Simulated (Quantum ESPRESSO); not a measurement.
# Band energies of RbCl at -1.5 % isotropic strain

```
CELL_PARAMETERS angstrom
      0.00000     3.22138     3.22138
      3.22138     0.00000     3.22138
      3.22138     3.22138     0.00000
ATOMIC_POSITIONS crystal
  Cl 0.50000 0.50000 0.50000
  Rb 0.00000 0.00000 0.00000
```

norm-conserving PBEsol (Quantum ESPRESSO, 58 Ry, no spin-orbit coupling); path ΓXWKΓLUWLK,UX; energies in eV from the valence-band maximum.

```
k (1/Å)  point  band 4  band 5  band 6  band 7  band 8  band 9  band 10  band 11
-------  -----  ------  ------  ------  ------  ------  ------  -------  -------
0.00         Γ   -7.79   -7.79    0.00    0.00    0.00    5.04     7.92     7.92
0.43             -7.84   -7.78   -0.58   -0.06   -0.06    6.24     6.89     9.24
0.98         X   -7.92   -7.92   -0.32   -0.10   -0.10    6.02     8.22     9.90
1.46         W   -8.03   -7.77   -0.52   -0.24   -0.24    7.62     7.62     9.52
1.58             -7.99   -7.78   -0.50   -0.26   -0.23    7.21     8.11     9.35
1.81         K   -7.88   -7.86   -0.45   -0.28   -0.25    6.84     8.78     9.29
2.12             -7.81   -7.77   -0.78   -0.39   -0.20    7.57     7.79     9.56
2.53             -7.78   -7.77   -0.37   -0.16   -0.05    5.81     7.62     8.24
2.84         Γ   -7.79   -7.79    0.00    0.00    0.00    5.04     7.92     7.92
3.05             -7.79   -7.78   -0.18   -0.06   -0.06    5.43     7.80     8.13
3.58             -7.80   -7.75   -0.96   -0.39   -0.39    7.69     8.03    10.10
3.69         L   -7.80   -7.74   -0.99   -0.41   -0.41    7.79     8.09    10.32
4.08             -7.85   -7.82   -0.67   -0.33   -0.31    7.38     8.24     9.84
4.28         U   -7.88   -7.86   -0.45   -0.28   -0.25    6.84     8.78     9.29
4.51             -7.99   -7.78   -0.50   -0.26   -0.23    7.21     8.11     9.35
4.63         W   -8.03   -7.77   -0.52   -0.24   -0.24    7.62     7.62     9.52
5.02             -7.87   -7.77   -0.79   -0.36   -0.34    7.75     7.94     9.99
5.32         L   -7.80   -7.74   -0.99   -0.41   -0.41    7.79     8.09    10.32
5.49             -7.81   -7.77   -0.92   -0.39   -0.38    7.77     8.05    10.17
5.92         K   -7.88   -7.86   -0.45   -0.28   -0.25    6.84     8.78     9.29
5.92         U   -7.88   -7.86   -0.45   -0.28   -0.25    6.84     8.78     9.29
6.26         X   -7.92   -7.92   -0.32   -0.10   -0.10    6.02     8.22     9.90
```

The PBEsol gap is direct, 5.04 eV at Γ.

Geometry strained from the cell relaxed with PBEsol, atoms relaxed again.
